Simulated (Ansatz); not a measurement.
## Structure relaxation, Pt

The start is a relaxed Pt cell shaken by Gaussian noise of σ = 0.08 Å a coordinate. The cell and all atomic positions are relaxed at zero pressure with PBEsol (plane waves to 420 eV, PAW, scalar-relativistic; Ansatz, a first-principles code). First-step values are on the input's coarse k-mesh.

Ansatz input (later rounds restart from its end on a renewed k-mesh):
Ansatz 0.2 input:
```yaml
crystal:
  lattice:
    - [4.9953368466, 0, 0]
    - [0, 4.9953368466, 0]
    - [0, 0, 4.9953368466]
  atoms:
    - { symbol: Pt, position: [0.2479703254, 0.0208343937, 0.5170657235] }
    - { symbol: Pt, position: [0.7350341428, 0.0089444095, 0.494551608] }
    - { symbol: Pt, position: [0.0163071145, 0.5030388306, 0.2503255841] }
    - { symbol: Pt, position: [0.0154790661, 0.4966992814, 0.7609150449] }
    - { symbol: Pt, position: [0.5085765595, 0.243143471, -0.000676586] }
    - { symbol: Pt, position: [0.4950336823, 0.7444077057, -0.0192235547] }
    - { symbol: Pt, position: [-0.008219934, -0.0239628797, -0.015306129] }
    - { symbol: Pt, position: [0.4818891501, 0.5009422578, 0.5049061925] }
basis: { ecutwfc: 420, ecutrho_ratio: 4, xc_grid: 2, fft_grid_basis: typed }
kpoints: { mp_grid: { grid: [7, 7, 7] } }
hamiltonian:
  xc: pbesol
  dispersion: none
  pseudopotentials: { kind: paw }
scf: { occupations: { method: fermi_dirac, width: 0.05 } }
relax: { f_tol: 0.01, max_steps: 100, cell: { stress_tol: 0.02 } }
output: { forces: true, stress: true }
```

```json
{
  "energy_released": "0.34 eV/atom",
  "volume_change": "-3.5 %, from 15.58 to 15.04 Å³/atom",
  "optimiser_moves": "24"
}
```

It ends as:

```cif
data_Pt4
_chemical_formula_sum 'Pt4'
_space_group_name_H-M_alt 'Fm-3m'
_space_group_IT_number 225
_space_group_name_Hall '-F 4 2 3'
_cell_length_a 3.91826
_cell_length_b 3.91826
_cell_length_c 3.91826
_cell_angle_alpha 90.000
_cell_angle_beta 90.000
_cell_angle_gamma 90.000
loop_
_atom_site_label
_atom_site_type_symbol
_atom_site_symmetry_multiplicity
_atom_site_Wyckoff_symbol
_atom_site_fract_x
_atom_site_fract_y
_atom_site_fract_z
_atom_site_occupancy
Pt1 Pt 4 a 0.00000 0.00000 0.00000 1
```
(The calculation used a cell of 1 atom; values per cell refer to that cell.)

Final values are on a 20×20×20 k-mesh of the relaxed cell. No spin polarisation in the result.

Of the parent cell (Pm-3n (No. 223)): it is a generated cell of Pt: the first start was made by placing the elements on the sites of a structure type, and the end was not matched to a known phase here, so it may be hypothetical. Known forms of Pt include space group No. 225.
